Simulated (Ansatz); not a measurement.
ZnSe in space group P4_2/mmc (No. 131; Zn on 2c, Se on 2e) under volume change, DFT-PBE in the program Ansatz with PAW potentials, shape and atoms relaxed at each volume.

| V (Å³/atom) | E − E(relaxed) (meV/atom) | P (GPa) |
|---|---|---|
| 22.882 | 30.9 | 4.65 |
| 23.636 | 13.3 | 2.90 |
| 24.391 | 3.2 | 1.38 |
| 25.145 | 0.0 | 0.00 |
| 25.899 | 2.8 | -1.13 |
| 26.654 | 10.5 | -2.11 |
| 27.408 | 22.5 | -2.99 |

Problem. What does a third-order Birch–Murnaghan fit give for V₀, B₀ and B′?

Solution. V₀ = 25.16 Å³/atom, B₀ = 41.1 GPa, B′ = 3.8.

A made-up cell: these elements were put on the sites of a structure type; neither database checked (COD, Materials Project) lists it. It is not the phase usual at ambient conditions (space group No. 216). Symmetry was held in the PBE relaxation; whether a distortion lowers the energy is not shown.

Potentials: the later of the program's two PAW sets.
